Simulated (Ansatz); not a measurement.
InGaN2:
```yaml
crystal:
  lattice:
    - [3.35353, 0.00000, 0.00000]
    - [-1.67677, 2.90424, 0.00000]
    - [0.00000, 0.00000, 5.49962]
  atoms:
    - { symbol: In, position: [0.00000, 0.00000, 0.99711] }
    - { symbol: Ga, position: [0.66667, 0.33333, 0.49592] }
    - { symbol: N, position: [0.66667, 0.33333, 0.14601] }
    - { symbol: N, position: [0.00000, 0.00000, 0.60256] }
```

Tensor components refer to the Cartesian frame of this cell.

Question: Give the proper piezoelectric stress tensor with relaxed ions from PBEsol (plane waves, PAW; program Ansatz).

Answer: In C/m², rows x, y, z, Voigt columns; mesh uncertainty up to 0.01.
```
 0.00   0.00   0.00   0.00   0.42   0.55
 0.55  -0.55   0.00   0.42   0.00   0.00
 0.43   0.43  -0.80   0.00   0.00   0.00
```

The elastic tensor of the same run (GPa):

|  | 1 | 2 | 3 | 4 | 5 | 6 |
|---|---|---|---|---|---|---|
| 1 | 249 | 107 | 93.2 | 0.0 | 0.0 | 0.0 |
| 2 | 107 | 249 | 93.2 | 0.0 | 0.0 | 0.0 |
| 3 | 93.2 | 93.2 | 308 | 0.0 | 0.0 | 0.0 |
| 4 | 0.0 | 0.0 | 0.0 | 59.8 | 0.0 | 0.0 |
| 5 | 0.0 | 0.0 | 0.0 | 0.0 | 59.8 | 0.0 |
| 6 | 0.0 | 0.0 | 0.0 | 0.0 | 0.0 | 71.4 |

Question: Convert to strain constants d = e·S.

Answer: In pC/N:
```
 0.0   0.0   0.0   0.0   7.0   7.7
 3.9  -3.9   0.0   7.0   0.0   0.0
 2.2   2.2  -3.9   0.0   0.0   0.0
```

Space group P3m1. The first step of the workflow began from a Materials Project structure, measured or hypothetical; the Crystallography Open Database copy checked does not list it. With In and Ga taken as one species the cell has the higher symmetry P6_3mc, so it may be an ordered model of a mixed-site phase. Its standing as an ambient phase is unchecked. The cell was relaxed with PBEsol under the symmetry of its start; of distortions, only those at the zone centre were tested.

Potentials: the later of the program's two PAW sets.
